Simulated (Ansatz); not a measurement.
A distorted cell of Se (trigonal-Se type, space group P3_121):

```xyz
3
Lattice="4.5294 0.0000 0.0000 -2.2647 3.9226 0.0000 0.0000 0.0000 5.0424" Properties=species:S:1:pos:R:3 pbc="T T T"
Se     0.9893     0.0000     4.2020
Se     0.1054     0.8567     0.8404
Se     1.7701     3.0659     2.5212
```

The numbers are results of PBE (plane waves to 420 eV, PAW, scalar-relativistic; Ansatz, a first-principles code), not measurements. k mesh 7×7×5 (Γ-centred), Fermi-Dirac smearing 0.05 eV. Energies are smeared free energies. Stress and pressure are positive under compression. As the smearing reaches across the gap at some points, energies and forces of such displacements shift with the k mesh and the smearing. Se was relaxed with its symmetry unable to fall. The PAW data are Ansatz's earlier set.

**Question.** What forces act on the atoms (eV/Å, Cartesian)?

**Answer.** 
```tsv
atom	Fx	Fy	Fz
Se1	2.631	-1.891	-2.974
Se2	-2.579	1.922	3.210
Se3	-0.051	-0.032	-0.236
```

**Question.** Give the stress tensor in GPa and the pressure.

**Answer.** 
```
    5.4     -2.7     -4.6
   -2.7      4.5      6.1
   -4.6      6.1     12.4
```
The pressure, a third of the trace, is 7.4 GPa.

**Question.** In it atom 2 sits (0.600, 0.000, 0.000) Å away from its relaxed site. What is its energy relative to the relaxed cell?

**Answer.** 775 meV/cell.

(For displaced atoms, the force is minus the slope of the energy, and its curvature is a force constant, which sets phonon frequencies.)
